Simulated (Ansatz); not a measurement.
The relaxed structure here is a generated cell of P: the first start was made by placing the elements on the sites of a structure type, and the end was not matched to a known phase here, so it may be hypothetical. Known forms of P include space group No. 64.

The end point of a relaxation of P. These are PBEsol (plane waves to 420 eV, PAW, scalar-relativistic; Ansatz, an electronic-structure program) values and carry that method's errors.

```
CELL_PARAMETERS angstrom
      2.61173     0.00000     0.00000
     -1.30586     2.26182     0.00000
      0.00000     0.00000     2.40741
ATOMIC_POSITIONS crystal
  P  0.00000 0.00000 0.00000
```

Problem. Find the space group and the Wyckoff positions (tolerance 0.01 Å).

Solution. Space group P6/mmm (No. 191); a = 2.6117 Å, b = 2.6117 Å, c = 2.4074 Å, α = 90.00°, β = 90.00°, γ = 120.00°

```tsv
atom	site	symmetry	x	y	z
P	1a	6/mmm	0.0000	0.0000	0.0000
```

This is the AFLOW prototype A_hP1_191_a (A_f, as in Sn).

Problem. Give the shortest distances between elements (the closest pairs, up to four, under 3.6 Å).

Solution. P–P 2.41 Å.

```yaml
volume_per_atom: 14.22 Å³
band_gap: no gap (metallic)
```

No spin polarisation in the result. The relaxed primitive cell holds an odd number of electrons. A magnetic state may lie lower.

The run could not lose the symmetry of its start, so the end can be a saddle point.

It was reached from a disturbed copy of a P6/mmm (No. 191) cell, against which it lies -0.22 eV/atom.
